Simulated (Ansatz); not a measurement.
Given:

Tc3Ni:
```
Tc3Ni
1.0
    5.32491     0.00000     0.00000
   -2.66245     4.61150     0.00000
    0.00000     0.00000     4.29321
Ni Tc
2 6
Direct
  0.66667   0.33333   0.25000
  0.33333   0.66667   0.75000
  0.83388   0.66776   0.75000
  0.16612   0.33224   0.25000
  0.16612   0.83388   0.25000
  0.83388   0.16612   0.75000
  0.33224   0.16612   0.75000
  0.66776   0.83388   0.25000
```

This is the r²SCAN-relaxed structure.

Q: All from the program Ansatz at the r²SCAN level (PAW), unless another level is named. Predict the density of states at the Fermi level.

A: 0.51 states/eV per atom (mean over ±0.08 eV).

Q: Give the formation energy from the elements (no fitted shifts).

A: -0.12 eV/atom.

Space group P6_3/mmc. The first step of the workflow began from a Materials Project structure, measured or hypothetical; the Crystallography Open Database copy checked does not list it. With Ni and Tc taken as one species the cell has the higher symmetry P6_3/mmc, so it may be an ordered model of a mixed-site phase. Its standing as an ambient phase is unchecked. The r²SCAN relaxation kept the symmetry of its start; its stability against distortions is not shown here. The run is not spin-polarised. The references are the lowest solids computed at this level, not always the standard phases. Scalar-relativistic: spin–orbit coupling is off unless named, which matters more the heavier the elements.

Potentials: the later of the program's two PAW sets.
